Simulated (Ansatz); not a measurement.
Ansatz 0.2.0, settings compared: KSO$_{2}$F

The input file (Ansatz 0.2.0, plane waves):

```yaml
crystal:
  lattice:
    - [6.944007, 0.0, 0.0]
    - [0.0, 5.648364, 0.0]
    - [-1.414844, 0.0, 4.425293]
  atoms:
    - { symbol: O, position: [0.6891, 0.0363, 0.3323] }
    - { symbol: O, position: [0.3109, 0.5363, 0.6677] }
    - { symbol: O, position: [0.3109, 0.9637, 0.6677] }
    - { symbol: O, position: [0.6891, 0.4637, 0.3323] }
    - { symbol: K, position: [0.2894, 0.25, 0.1517] }
    - { symbol: K, position: [0.7106, 0.75, 0.8483] }
    - { symbol: F, position: [0.8814, 0.25, 0.7818] }
    - { symbol: F, position: [0.1186, 0.75, 0.2182] }
    - { symbol: S, position: [0.8278, 0.25, 0.4245] }
    - { symbol: S, position: [0.1722, 0.75, 0.5755] }
  symmetry: { tolerance: 0.0003 }
kpoints:
  mp_grid: { grid: [3, 3, 4], shift: [0, 0, 0] }
magnetization:
  spin_polarized: false
scf:
  occupations: { method: fermi_dirac }
hamiltonian:
  pseudopotentials: { kind: paw }
  xc: r2scan
basis:
  ecutwfc: 500
output:
  forces: true
  stress: true
  eigenvalues: true
```

Run with:

```bash
ansatz run input.yaml --threads 1 --pin off --max-ram 2560MiB --backend cpu --events-out ev --progress --plain --runs-dir out
```

Origin of the cell: a database entry, scaled a little.

The smearing width isn't typed, so it takes its default of 0.1 eV.

Output of this run (shortened):

```
SCF iter   1: F=—  HF=-8792.493588 eV  Δρ=7.75e-3  dr2=1.15e-1  dr2_τ=6.13e-1  defer=1
SCF iter   2: F=—  HF=-8792.617259 eV  Δρ=4.02e-3  dr2=1.05e-2  dr2_τ=3.48e-3  defer=64
SCF iter   3: F=—  HF=-8792.615241 eV  Δρ=1.40e-3  dr2=1.85e-3  dr2_τ=2.45e-4  defer=22
SCF iter   4: F=—  HF=-8792.614812 eV  Δρ=3.55e-4  dr2=1.52e-4  dr2_τ=2.00e-5  defer=22
SCF iter   5: F=—  HF=-8792.614825 eV  Δρ=1.84e-4  dr2=4.35e-5  dr2_τ=4.56e-6  defer=22
SCF iter   6: F=—  HF=-8792.614674 eV  Δρ=3.75e-5  dr2=2.71e-6  dr2_τ=2.59e-7  defer=22
SCF iter   7: F=—  HF=-8792.614675 eV  Δρ=1.51e-5  dr2=3.47e-7  dr2_τ=3.15e-8  defer=22
SCF iter   8: F=-8792.614675 eV  HF=-8792.614675 eV  Δρ=3.10e-6  dr2=1.82e-8  dr2_τ=1.03e-9
SCF 1 converged in 8 iterations: F = -8792.614675 eV  dr2 = 1.82e-8
SCF converged after 8 iterations
Free energy (F): -8792.614675 eV
Harris-Foulkes:  -8792.614675 eV  (|F-HF|=4.27e-9)
Internal energy: -8792.614675 eV  (E = F + TS)
E sigma→0 (E₀):  -8792.614675 eV
Fermi energy:    4.661579 eV
--- Per-component energies (eV) ---
  E_band       = -557.618024
  E_kinetic    = 1851.901938
  E_local      = -4766.963622  (includes V_loc(G=0)·N_el)
  E_nonlocal   = 416.045458
  E_hartree    = 1715.324182
  E_xc         = -902.543794
  E_vxc        = -1221.163206  (∫ρ·V_xc dr)
  E_paw        = -3840.604498  (= ΣΔE_a)
  E_vpaw       = -347.398374  (= ΣTr[D̂ρ^β])
  E_aug_tail   = 0.006122  (compensation charges beyond the density's cutoff)
  E_vtau       = 79.301250  (kinetic-family band-sum trace: ∫τ·v_τ [+ j·A + Jᵃ·Aᵃ] dr)
  E_ewald      = -3264.978011
  E_core_change = -0.802450  (= ΣΔE_core)
  E_smearing   = -0.000000  (= −TS)
  Σ components = -8792.614675   (vs F -8792.614675, Δ=0.00e0)
--- Forces (eV/Å), atoms counted from 1 ---
  atom   1  O      1.344756     1.043287     0.958333
  atom   2  O     -1.344756     1.043287    -0.958333
[… 3 lines left out …]
  atom   6  K     -0.328908    -0.000000    -0.130063
  atom   7  F     -0.467545     0.000000     2.437222
  atom   8  F      0.467545    -0.000000    -2.437222
  atom   9  S     -2.152975    -0.000000    -4.446003
  atom  10  S      2.152975     0.000000     4.446003
  max |Σ_I F_I| component: 8.88e-16 eV/Å
--- Stress (GPa, compression-positive) ---
       -4.096582      -0.000000      -2.917365
       -0.000000      -3.939015       0.000000
       -2.917365       0.000000       5.103545
  P = ⅓ Tr σ = -0.9774 GPa (-9.774 kbar)
```

The same input was run again with these changes:

1. `accuracy` default → medium; `basis.ecutwfc` 500 → "800 eV"
2. `basis.ecutwfc` 500 → "44.1 Ry"
3. `hamiltonian.pseudopotentials` { kind: paw } → { kind: paw, source: jth }; `scf.n_extra_bands` default → 4
4. `scf.algorithm` default → direct_min; `scf.occupations.width` default → 0.15

```csv
run,end,SCF iterations,P (GPa),max force component (eV/Å),moment (μB),ΔE(σ→0) (meV/atom)
base,converged,8,-0.98,4.446,–,0
1,converged,8,-0.99,4.440,–,-4.07
2,converged,8,-0.99,4.443,–,-2.61
3,converged,10,-0.72,4.607,–,–
4,converged,6,-0.98,4.446,–,0.00
```

Energies are compared only where functional, datasets, charge and starting cell are the same.

Caveats of the base run: the database entry stands far from equilibrium and may be faulty.

Run 3: the cutoff lies below the datasets' advice.

The base run took 9.1 s on 1 thread of Intel(R) Xeon(R) 6975P-C (Granite Rapids), on a shared host, peak memory 0.95 GiB, from the program's own first density.
